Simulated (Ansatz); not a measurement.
CeO₂:
```yaml
crystal:
  lattice:
    - [0.00000, 2.67943, 2.67943]
    - [2.67943, 0.00000, 2.67943]
    - [2.67943, 2.67943, 0.00000]
  atoms:
    - { symbol: Ce, position: [0.00000, 0.00000, 0.00000] }
    - { symbol: O, position: [0.25000, 0.25000, 0.25000] }
    - { symbol: O, position: [0.75000, 0.75000, 0.75000] }
```

Tensor components refer to the Cartesian frame of this cell.

Q: Give the high-frequency dielectric tensor and the Born effective charge tensors of the independent atoms from DFPT, the program Ansatz at the LDA level (PAW).

A: 
ε∞:
```
7.81  0.00  0.00
0.00  7.81  0.00
0.00  0.00  7.81
```
Z* of atom 1 (Ce), rows: field, columns: displacement, in e:
```
5.77  0.00  0.00
0.00  5.77  0.00
0.00  0.00  5.77
```
Z* of atom 2 (O), rows: field, columns: displacement, in e:
```
-2.89   0.00   0.00
 0.00  -2.89   0.00
 0.00   0.00  -2.89
```

Space group Fm-3m (fluorite). The LDA relaxation kept the symmetry of its start. The run is not spin-polarised. The 4f shell is in the valence. No Hubbard U is applied. Scalar-relativistic: spin–orbit coupling is off unless named, which matters more the heavier the elements.

Potentials: the earlier of the program's two PAW sets. The files were generated under PBE; for other functionals the program regenerates the frozen cores, and for LDA and PBEsol the local potential too.
